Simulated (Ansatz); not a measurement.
ZrO₂ (fluorite)

```xyz
3
Lattice="0.0000 2.5579 2.5579 2.5579 0.0000 2.5579 2.5579 2.5579 0.0000" Properties=species:S:1:pos:R:3 pbc="T T T"
Zr     0.0000     0.0000     0.0000
O      1.2790     1.2790     1.2790
O      3.8369     3.8369     3.8369
```

The slice is a {110} plane (indices of the conventional cell) through the point (0.000, 0.000, 0.000) (fractional), spanned by u = [100] and v = [1 -1 -1] in vectors of this cell: u (3.62 Å) and v (5.12 Å, at 90° to u). It covers one period; positions are fractions (u, v).

Level of theory: PBE (plane waves to 420 eV, PAW, scalar-relativistic; Ansatz, an electronic-structure program). k mesh 11×11×11. These are valence fields of a PAW run, semicore shells included where kept as valence: close to a nucleus they are smooth pseudo fields. The PAW data are Ansatz's earlier set. This is a high-temperature form of ZrO2. ZrO2 is run without spin polarisation. ZrO2 was relaxed with its symmetry unable to fall.

Around which element is the density of the lowest conduction band (whole band as if filled, smooth part) largest on this plane?

Zr. Mean over a disc round each atom, of radius 0.45 times the shortest bond: Zr 0.140, O 0.025 e/Å³.

Around which element is the density of the highest valence band (whole band, smooth part) largest on this plane?

O. Mean over a disc round each atom, of radius 0.45 times the shortest bond: O 0.160, Zr 0.019 e/Å³.

What is the valence density on the shortest Zr–O line in this plane (2.22 Å), at its minimum between the atoms?

0.51 e/Å³.

Predict the map of the electron localisation function (ELF) on the slice.


| v \ u | 0.00 | 0.10 | 0.20 | 0.30 | 0.40 | 0.50 | 0.60 | 0.70 | 0.80 | 0.90 |
|---|---|---|---|---|---|---|---|---|---|---|
| 0.86 | 0.76 | 0.66 | 0.22 | 0.50 | 0.83 | 0.81 | 0.82 | 0.50 | 0.22 | 0.67 |
| 0.71 | 0.02 | 0.05 | 0.38 | 0.79 | 0.73 | x | 0.73 | 0.79 | 0.38 | 0.05 |
| 0.57 | 0.01 | 0.03 | 0.11 | 0.31 | 0.49 | 0.56 | 0.49 | 0.31 | 0.11 | 0.03 |
| 0.43 | 0.01 | 0.03 | 0.11 | 0.31 | 0.49 | 0.56 | 0.49 | 0.31 | 0.11 | 0.03 |
| 0.29 | 0.02 | 0.05 | 0.38 | 0.79 | 0.73 | x | 0.73 | 0.79 | 0.38 | 0.05 |
| 0.14 | 0.76 | 0.67 | 0.22 | 0.50 | 0.82 | 0.81 | 0.83 | 0.50 | 0.22 | 0.66 |
| 0.00 | x | x | 0.77 | 0.14 | 0.08 | 0.09 | 0.08 | 0.14 | 0.77 | x |

Values: electron localisation function (ELF). Points within 0.4 Å of a nucleus are blanked (x), as the pseudised field means little there.
